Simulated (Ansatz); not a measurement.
## Computed scan of one atom of the cell: ZnO (wurtzite)

ZnO (wurtzite)

```xyz
4
Lattice="3.2796 0.0000 0.0000 -1.6398 2.8402 0.0000 0.0000 0.0000 5.2933" Properties=species:S:1:pos:R:3 pbc="T T T"
Zn     1.6398     0.9467     0.0114
Zn     0.0000     1.8935     2.6580
O      1.6398     0.9467     3.2980
O      0.0000     1.8935     0.6513
```

In this cell atom 3 (O, nearest neighbour Zn at 1.999 Å; its periodic images, 3.3 Å or more away, move with it) is moved by s along Cartesian [111], unit vector (0.577, 0.577, 0.577); all other atoms and the cell stay fixed.

All values below come from PBE (plane waves to 420 eV, PAW, scalar-relativistic; Ansatz, a first-principles code). k mesh 9×9×5 (Γ-centred), Fermi-Dirac smearing 0.05 eV. Energies are smeared free energies. Stress and pressure are positive under compression. F∥ is the force on the atom along that direction. F⊥ is the part of the force across the line. ZnO was relaxed with its symmetry unable to fall. ΔE is measured from the undisplaced structure.

```tsv
s (Å)	ΔE (eV/cell)	|F⊥| (eV/Å)	F∥ (eV/Å)	P (GPa)
-0.400	0.663	1.960	3.343	6.0
-0.320	0.423	1.163	2.659	3.9
-0.240	0.238	0.627	1.986	2.2
-0.160	0.105	0.302	1.320	1.0
-0.080	0.026	0.122	0.658	0.2
0.000	0.000	0.000	0.000	0.0
0.080	0.026	0.137	-0.649	0.2
0.160	0.103	0.317	-1.280	0.9
0.240	0.230	0.537	-1.882	2.0
0.320	0.403	0.792	-2.435	3.5
0.400	0.618	1.072	-2.920	5.3
```

Derived quantities:

```
Property                                                                                                                                            Result
--------------------------------------------------------  ------------------------------------------------------------------------------------------------
Energy at s = 0.400 Å                                                                                                                         618 meV/cell
Force along the line at s = -0.400 Å                                                                                                             3.34 eV/Å
Symmetry of the curve                                                                                  not even: the negative side lies higher at ±0.400 Å
Shape of the curve                                                                          a single well with its minimum at or next to zero displacement
Force constant k = d²E/ds² at s = 0 (finite differences)                                                                                        8.18 eV/Å²
Harmonic estimate at the end of the scan                  ½ks² = 654 meV/cell against the computed 618 meV/cell, so the well is softer than harmonic there
```

(A displaced cell: forces are minus the slopes of the energy, force constants its curvatures, and phonons follow from these.)
